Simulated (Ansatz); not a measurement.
Ansatz (a program for electronic structure) input:

Ansatz 0.2 input:
```yaml
crystal:
  lattice:
    - [4.3721364228, 0.0, 0.0]
    - [-2.1860682114, 3.7863812109, 0.0]
    - [0.0, 0.0, 10.6524660925]
  atoms:
    - { symbol: Sn, position: [0.0, 0.0, 0.5] }
    - { symbol: Sn, position: [0.3333333333, 0.6666666667, 0.151498224] }
    - { symbol: Sn, position: [0.6666666667, 0.3333333333, 0.848501776] }
    - { symbol: Te, position: [0.3333333333, 0.6666666667, 0.6743751492] }
    - { symbol: Te, position: [0.6666666667, 0.3333333333, 0.3256248508] }
    - { symbol: Se, position: [0.0, 0.0, 0.0] }
kpoints:
  mp_grid: { grid: [8, 8, 3] }
  band_path:
    path:
      - [[0.0, 0.0, 0.0], [0.5, 0.0, 0.0], [0.3333333333, 0.3333333333, 0.0], [0.0, 0.0, 0.0], [0.0, 0.0, 0.5], [0.5, 0.0, 0.5], [0.3333333333, 0.3333333333, 0.5], [0.0, 0.0, 0.5]]  # Γ-M-K-Γ-A-L-H-A
      - [[0.5, 0.0, 0.5], [0.5, 0.0, 0.0]]  # L-M
      - [[0.3333333333, 0.3333333333, 0.5], [0.3333333333, 0.3333333333, 0.0]]  # H-K
    npoints: 8
basis: { xc_grid: 2 }
hamiltonian:
  xc: pbesol
  pseudopotentials: { kind: paw }
magnetization: { noncollinear: true, spin_orbit: true }
scf:
  n_extra_bands: 12
  convergence: { dr2_threshold: 0.0000000001 }
  occupations: { method: gaussian, width: 0.05 }
output: { eigenvalues: true }
```

Output (shortened):

```
Pseudopotential: Sn, paw_fr, valence charge 14
Pseudopotential: Te, paw_fr, valence charge 16
Pseudopotential: Se, paw_fr, valence charge 16
Functional definition: PBEsol
non-collinear run that drives no moment, with spin-orbit …
Crystal: 6 atoms, lattice volume = 176.347 Å³
Basis set: ecut = 420 eV, 3437 PW (Γ), exchange–correlation on 60×60×144 points (8 copies of the dense FFT grid, shifted against one another)
Bands: 102, of which v1, the nominal top of the filled ones, is band 90 counted from 1 (89 counted from 0)
Symmetry: 12 space group operations + 12 with time reversal
k-points: 25 of 192
Projection manifold: j_resolved (fully-relativistic pseudo-atomic orbitals)
SCF iter   1: F=—  HF=-37092.902931 eV  |F-HF|=—  |Δ(HF+E_count)|=         —  Δρ=3.49e-2  dr2=2.21e1  dr2_m=0.00e0 (ungated)  ethr=3.10e-3  |M|=0.00e0 ∫|m|=0.00e0 μB  |m|>n=0.0e0 m-floor=0.0e0 τ_xc=0.0e0  β_m=0.30  ⟨swp⟩=9.0  Hψ=6364  notcnv=0
preconditioner: auto → Kerker (q_TF=auto, 2.439 Å⁻¹)
spin=Noncollinear: Kerker preconditioning applied to the charge; magnetization (m_x, m_y, m_z) channels mix plain (no charge-response kernel on spin).
SCF iter   2: F=—  HF=-37091.890135 eV  |F-HF|=—  |Δ(HF+E_count)|=    1.01e0  Δρ=2.45e-2  dr2=1.35e1  dr2_m=0.00e0 (ungated)  ethr=3.10e-3  |M|=0.00e0 ∫|m|=0.00e0 μB  |m|>n=0.0e0 m-floor=0.0e0 τ_xc=0.0e0  β_m=0.62  ⟨swp⟩=2.0  Hψ=1557  notcnv=0  defer=138
preconditioner: auto → Resta (q_TF=auto, 2.439 Å⁻¹)
spin=Noncollinear: Resta preconditioning applied to the charge; magnetization (m_x, m_y, m_z) channels mix plain (no charge-response kernel on spin).
SCF iter   3: F=—  HF=-37090.288793 eV  |F-HF|=—  |Δ(HF+E_count)|=    1.60e0  Δρ=7.23e-3  dr2=1.47e-1  dr2_m=0.00e0 (ungated)  ethr=3.10e-3  |M|=0.00e0 ∫|m|=0.00e0 μB  |m|>n=0.0e0 m-floor=0.0e0 τ_xc=0.0e0  β_m=0.61  ⟨swp⟩=3.8  Hψ=2213  notcnv=0  defer=136
SCF iter   4: F=—  HF=-37090.251852 eV  |F-HF|=—  |Δ(HF+E_count)|=   3.69e-2  Δρ=4.29e-3  dr2=3.44e-2  dr2_m=0.00e0 (ungated)  ethr=1.63e-4  |M|=0.00e0 ∫|m|=0.00e0 μB  |m|>n=0.0e0 m-floor=0.0e0 τ_xc=0.0e0  β_m=0.76  ⟨swp⟩=2.8  Hψ=2656  notcnv=0  defer=152
SCF iter   5: F=—  HF=-37090.246511 eV  |F-HF|=—  |Δ(HF+E_count)|=   5.34e-3  Δρ=9.77e-4  dr2=2.61e-3  dr2_m=0.00e0 (ungated)  ethr=3.82e-5  |M|=0.00e0 ∫|m|=0.00e0 μB  |m|>n=0.0e0 m-floor=0.0e0 τ_xc=0.0e0  β_m=0.81  ⟨swp⟩=2.0  Hψ=1593  notcnv=0  defer=152
SCF iter   6: F=—  HF=-37090.246633 eV  |F-HF|=—  |Δ(HF+E_count)|=   1.23e-4  Δρ=2.65e-4  dr2=2.24e-4  dr2_m=0.00e0 (ungated)  ethr=2.90e-6  |M|=0.00e0 ∫|m|=0.00e0 μB  |m|>n=0.0e0 m-floor=0.0e0 τ_xc=0.0e0  β_m=0.90  ⟨swp⟩=2.0  Hψ=2323  notcnv=0  defer=152
SCF iter   7: F=—  HF=-37090.246695 eV  |F-HF|=—  |Δ(HF+E_count)|=   6.13e-5  Δρ=9.16e-5  dr2=2.16e-5  dr2_m=0.00e0 (ungated)  ethr=2.49e-7  |M|=0.00e0 ∫|m|=0.00e0 μB  |m|>n=0.0e0 m-floor=0.0e0 τ_xc=0.0e0  β_m=0.86  ⟨swp⟩=2.0  Hψ=1868  notcnv=0  defer=152
SCF iter   8: F=—  HF=-37090.246696 eV  |F-HF|=—  |Δ(HF+E_count)|=   7.92e-7  Δρ=2.18e-5  dr2=1.32e-6  dr2_m=0.00e0 (ungated)  ethr=2.40e-8  |M|=0.00e0 ∫|m|=0.00e0 μB  |m|>n=0.0e0 m-floor=0.0e0 τ_xc=0.0e0  β_m=0.93  ⟨swp⟩=2.0  Hψ=1849  notcnv=0  defer=152
SCF iter  12: F=-37090.246754 eV  HF=-37090.246754 eV  |F-HF|=7.28e-12  |Δ(HF+E_count)|=  5.09e-11  Δρ=1.71e-7  dr2=8.53e-11  dr2_m=0.00e0 (ungated)  ethr=1.00e-12  |M|=0.00e0 ∫|m|=0.00e0 μB  |m|>n=0.0e0 m-floor=0.0e0 τ_xc=0.0e0  ⟨swp⟩=10.5  Hψ=6450  notcnv=0
SCF 1 converged in 12 iterations: F = -37090.246754 eV  dr2 = 8.53e-11
NSCF: frozen V_eff on 75 k-points
SCF converged after 12 iterations
Magnetization: |M| = 0.0000 μB,  M = (+0.0000, +0.0000, +0.0000) μB
Absolute magnetization: 0.0000 μB (∫|m|)
  site 0: m = (+0.0000, +0.0000, +0.0000) μB, |m| = 0.0000 μB  (R = 1.29 Å)
  site 1: m = (+0.0000, +0.0000, +0.0000) μB, |m| = 0.0000 μB  (R = 1.24 Å)
  site 2: m = (+0.0000, +0.0000, +0.0000) μB, |m| = 0.0000 μB  (R = 1.24 Å)
  site 3: m = (+0.0000, +0.0000, +0.0000) μB, |m| = 0.0000 μB  (R = 1.29 Å)
  site 4: m = (+0.0000, +0.0000, +0.0000) μB, |m| = 0.0000 μB  (R = 1.29 Å)
  site 5: m = (+0.0000, +0.0000, +0.0000) μB, |m| = 0.0000 μB  (R = 1.24 Å)
Free energy (F): -37090.246754 eV
Harris-Foulkes:  -37090.246754 eV  (|F-HF|=7.28e-12)
Internal energy: -37090.246754 eV  (E = F + TS)
E sigma→0 (E₀):  -37090.246754 eV
Fermi energy:    9.643024 eV
--- Per-component energies (eV) ---
  E_band       = -1170.293208
  E_kinetic    = 1039.084782
  E_local      = -7636.729063  (includes V_loc(G=0)·N_el)
  E_nonlocal   = -1299.254042
  E_hartree    = 4459.641622
  E_xc         = -1491.957986
  E_vxc        = -600.554829  (∫ρ·V_xc dr)
  E_paw        = -23235.816115  (= ΣΔE_a)
  E_vpaw       = -1592.122754  (= ΣTr[D̂ρ^β])
  E_aug_tail   = -0.000982  (compensation charges beyond the density's cutoff)
  E_ewald      = -8927.848401
  E_core_change = 2.633431  (= ΣΔE_core)
  E_smearing   =  0.000000  (= −TS)
  E_closure    =  0.000000  (closes the sum)
  Σ components = -37090.246754   (vs F -37090.246754, Δ=0.00e0)
  [band-id]    e_kinetic+e_local+e_nonlocal+2·e_hartree+e_vxc+e_vpaw+e_augmentation_tail = -1170.293645   (vs E_band -1170.293208, Δ=-4.37e-4)
--- Band table (eV; the first three rows and the last of 25) ---
  k-point 0: bands = ["-38.9418", "-38.9418", "-38.9237", "-38.9237", "-38.0512", "-38.0512", "-38.0359", "-38.0359", "-38.0276", "-38.0276", "-28.1566", "-28.1566", "-28.1563", "-28.1563", "-28.1490", "-28.1490", "-28.1489", "-28.1489", "-26.6892", …
  k-point 1: bands = ["-38.9418", "-38.9418", "-38.9237", "-38.9237", "-38.0512", "-38.0512", "-38.0359", "-38.0359", "-38.0276", "-38.0276", "-28.1566", "-28.1566", "-28.1563", "-28.1563", "-28.1490", "-28.1490", "-28.1489", "-28.1489", "-26.6892", …
  k-point 2: bands = ["-38.9418", "-38.9418", "-38.9237", "-38.9237", "-38.0512", "-38.0512", "-38.0359", "-38.0359", "-38.0276", "-38.0276", "-28.1565", "-28.1565", "-28.1563", "-28.1563", "-28.1490", "-28.1490", "-28.1489", "-28.1489", "-26.6892", …
  k-point 24: bands = ["-38.9418", "-38.9418", "-38.9237", "-38.9237", "-38.0511", "-38.0511", "-38.0359", "-38.0359", "-38.0275", "-38.0275", "-28.1563", "-28.1563", "-28.1563", "-28.1563", "-28.1485", "-28.1485", "-28.1485", "-28.1485", "-26.6888", …
```

Cost: roughly 6 core-minutes on shared cores.

Space group P-3m1. The workflow started from a Materials Project entry (that database holds measured and hypothetical structures alike); the Crystallography Open Database copy checked does not list it. Whether it is the stable phase at ambient conditions was not checked. The cell was relaxed with PBEsol under the symmetry of its start; of distortions, only those at the zone centre were tested.

Potentials: the later of the program's two PAW sets.

Ansatz is a plane-wave DFT program.
